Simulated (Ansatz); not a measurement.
Input:

BeSe:
Space group F-43m (No. 216); a = 5.129 Å, b = 5.129 Å, c = 5.129 Å, α = 90.00°, β = 90.00°, γ = 90.00°

```json
[
 {"atom": "Se", "site": "4c", "symmetry": "-43m", "x": "0.2500", "y": "0.2500", "z": "0.2500"},
 {"atom": "Be", "site": "4a", "symmetry": "-43m", "x": "0.0000", "y": "0.0000", "z": "0.0000"}
]
```
(The calculation used a cell of 2 atoms; values per cell refer to that cell.)

This is the PBEsol-relaxed structure.

Problem. All from plane-wave PAW PBEsol (Ansatz code), unless another level is named. Predict the gap with spin–orbit coupling.

Solution. 2.32 eV.

Problem. And the band gap?

Solution. 2.47 eV (indirect).

Problem. Give the smallest direct gap on the standard path.

Solution. 4.28 eV.

Problem. Give the weight of the conduction-edge state by species (Voronoi cells).

Solution. Be 65 %, Se 35 %.

Symmetry was held in the PBEsol relaxation. Spin–orbit coupling is left out wherever it is not named.

Potentials: the later of the program's two PAW sets.
